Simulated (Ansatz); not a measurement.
The start is a relaxed Zr cell displaced along its unstable phonon at q = Γ (50i cm⁻¹), largest move 0.15 Å. A full variable-cell relaxation at zero pressure is run with PBE (plane waves to 420 eV, PAW, scalar-relativistic; Ansatz, a program for electronic structure). The first steps use a coarse 6×6×10 k-mesh.

Initial structure:
```yaml
crystal:
  lattice:
    - [5.35509, 0.00000, 0.00000]
    - [0.00000, 5.35509, 0.00000]
    - [0.00000, 0.00000, 3.24906]
  atoms:
    - { symbol: Zr, position: [0.18918, 0.22879, 0.00000] }
    - { symbol: Zr, position: [0.68918, 0.27121, 0.50000] }
    - { symbol: Zr, position: [0.31082, 0.72879, 0.50000] }
    - { symbol: Zr, position: [0.81082, 0.77121, 0.00000] }
```

Energy released: 0.03 eV/atom
Volume change: +0.4 %, from 23.29 to 23.40 Å³/atom
Relative to the parent: It does not go back: it reaches P6₃/mmc (No. 194), hcp (Mg type), 0.04 eV/atom below the parent
Shortest distances (start → end): The closest pairs of elements (up to four, under 3.6 Å), start → end: Zr–Zr 3.14 → 3.19 Å
Band gap at the end: no gap (metallic)
Optimiser moves: 8

Relaxed structure:

```cif
data_Zr2
_chemical_formula_sum 'Zr2'
_space_group_name_H-M_alt 'P63/mmc'
_space_group_IT_number 194
_space_group_name_Hall '-P 6c 2c'
_cell_length_a 3.23188
_cell_length_b 3.23188
_cell_length_c 5.17310
_cell_angle_alpha 90.000
_cell_angle_beta 90.000
_cell_angle_gamma 120.000
loop_
_atom_site_label
_atom_site_type_symbol
_atom_site_symmetry_multiplicity
_atom_site_Wyckoff_symbol
_atom_site_fract_x
_atom_site_fract_y
_atom_site_fract_z
_atom_site_occupancy
Zr1 Zr 2 c 0.33333 0.66667 0.25000 1
```

Final values are on a 17×17×9 k-mesh of the relaxed cell. No spin polarisation in the result.

The run could not lose the symmetry of its start.

Of the parent cell (P4₂/mnm (No. 136)): it is a generated cell of Zr: the first start was made by placing the elements on the sites of a structure type, and the end was not matched to a known phase here, so it may be hypothetical. Known forms of Zr include space group No. 194.
